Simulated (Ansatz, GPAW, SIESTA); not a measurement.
## Ge3Pd: programs and potentials compared

```
CELL_PARAMETERS angstrom
4.14202 0.00000 0.00000
0.00000 4.14202 0.00000
0.00000 0.00000 4.14202
ATOMIC_POSITIONS crystal
Pd 0.00000 0.00000 0.00000
Ge 0.50000 0.50000 0.00000
Ge 0.50000 0.00000 0.50000
Ge 0.00000 0.50000 0.50000
```

The cell comes from a database or a generator and needn't be the stable form of this composition.

Alike in all runs: task band structure; functional PBE; k mesh 7 × 7 × 7; occupations fermi-dirac, width 0.05 eV; no spin polarisation; no spin-orbit coupling. Pressure is positive in compression and, in plane waves, holds the error of the finite cutoff.

```
                                                                                   program and potentials  plane-wave cutoff (eV)                                                  notes  pressure (GPa)
                                                               GPAW, GPAW PAW data sets (gpaw-data 1.2.1)                     600                 7 valence electrons an atom on average           -0.25
SIESTA, files PseudoDojo sr-pbe-0.4.1-standard, DZP (energy shift 0.003 Ry; two zetas on semicore shells)                       -  atomic basis; 15 valence electrons an atom on average            1.53
                                                           Ansatz, all-electron LAPW, scalar-relativistic                       -                                                      -           -0.08
```

The pressure spans -0.25 (GPAW, GPAW PAW data sets (gpaw-data 1.2.1)) to 1.53 GPa (SIESTA, files PseudoDojo sr-pbe-0.4.1-standard, DZP (energy shift 0.003 Ry; two zetas on semicore shells)), with all-electron results at -0.08. Rows in atomic bases carry the error of their basis and grid, which can be large.

Differences between rows come from potentials, basis sets and numerical settings, since the functional is the same but for its coding. Runs on potential files found faulty are left out.
